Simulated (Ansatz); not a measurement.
Relaxed-ion elastic tensor of FeCo3 (Cu3Au type, Pm-3m) in GPa (Voigt order), the program Ansatz at the PBEsol level (PAW); density 9.11 g/cm³, 10.61 Å³ per atom.

```tsv
	1	2	3	4	5	6
1	283	180	180	0.0	0.0	0.0
2	180	283	180	0.0	0.0	0.0
3	180	180	283	0.0	0.0	0.0
4	0.0	0.0	0.0	149	0.0	0.0
5	0.0	0.0	0.0	0.0	149	0.0
6	0.0	0.0	0.0	0.0	0.0	149
```

**Question.** Is the crystal mechanically stable?

**Answer.** Yes: the smallest eigenvalue of C is 103 GPa.

**Question.** Work out the Voigt, Reuss and Hill averages.

**Answer.** K_V = 214, K_R = 214, K_H = 214; G_V = 110, G_R = 84.9, G_H = 97.6 GPa.

**Question.** Give Young's modulus, Poisson's ratio, Pugh's ratio and the universal anisotropy index.

**Answer.** E = 9KG/(3K + G) = 254 GPa; ν = 0.30; K/G = 2.19 (ductile by the Pugh limit of 1.75); A_U = 5G_V/G_R + K_V/K_R − 6 = 1.49.

**Question.** Estimate the sound speeds and the Debye temperature.

**Answer.** v_l = √((K + 4G/3)/ρ) = 6150 m/s, v_t = √(G/ρ) = 3270 m/s, mean 3660 m/s; Θ = (h/k)(3n/4πV)^(1/3) v_m = 496 K.

**Question.** Give the Zener ratio and Young's modulus along [100], [110] and [111].

**Answer.** A = 2C44/(C11 − C12) = 2.89; 1/E = S11 − 2(S11 − S12 − S44/2)Γ with Γ = 0, 1/4, 1/3 gives 143, 263, 363 GPa.

**Question.** Solve the Christoffel equation for the three sound speeds along [100], [110], [111].

**Answer.** Eigenvalues of C_ijkl n_j n_l equal ρv². In km/s, slowest first: [100] 4.05, 4.05, 5.57; [110] 2.38, 4.05, 6.46; [111] 3.04, 3.04, 6.73.

The workflow started from a Materials Project entry (that database holds measured and hypothetical structures alike); the Crystallography Open Database copy checked does not list it. Whether it is the stable phase at ambient conditions was not checked. Symmetry was held in the PBEsol relaxation; its stability against distortions is not shown here. The final state is ferromagnetic, chosen from 5 collinear starts compared on coarse meshes (ties went to the first, and starts can fall back to one state), not a proven ground state. As this level gives no gap, shear constants depend on the k-mesh and smearing (Fermi–Dirac, 0.1 eV here).

Potentials: the later of the program's two PAW sets.
